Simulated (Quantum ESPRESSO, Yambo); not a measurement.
## Quasiparticle gap of CsMo2AlO8

Space group P-3m1 (No. 164); a = b = 5.6503 Å, c = 8.2648 Å, α = β = 90.00°, γ = 120.00°

```tsv
atom	site	symmetry	x	y	z
O	2d	3m.	0.6667	0.3333	0.0857
O	6i	.m.	0.3150	0.1575	0.3642
Al	1b	-3m.	0.0000	0.0000	0.5000
Mo	2d	3m.	0.6667	0.3333	0.2978
Cs	1a	-3m.	0.0000	0.0000	0.0000
```

The geometry is that of Materials Project entry mp-505784, symmetrised and not relaxed again.

Starting point: norm-conserving PBEsol (Quantum ESPRESSO, 84 Ry, without SOC). G0W0 in Yambo: 3×3×1 Γ-centred k mesh, bands 3 to 251 and a 6 Ry block in the screening, 251 bands in G with the Bruneval-Gonze terminator, plasmon pole fitted at 27.2 eV.

* **PBEsol gap along the band path**: 3.67 eV
* **PBEsol gap between the mesh's edge points (Γ → Γ)**: 3.67 eV
* **G0W0 gap between the same points**: 6.35 eV

```tsv
k point	band	E PBEsol (eV)	E QP (eV)	shift (eV)	Z
Γ	VB	0.00	-0.80	-0.80	0.78
Γ	CB	3.67	5.55	1.88	0.82
K	VB	-0.29	-1.15	-0.86	0.78
K	CB	3.84	5.76	1.91	0.81
```

Energies count from the PBEsol valence-band maximum.

Nearest settings tried, and what they do to the gap: 168 bands in G: +19 meV; 126 bands in W: +68 meV; 5 Ry block (311 vectors against 391): +9 meV. Not varied: mesh. So the settings aren't converged at that level.

Spin-orbit splittings are left out.
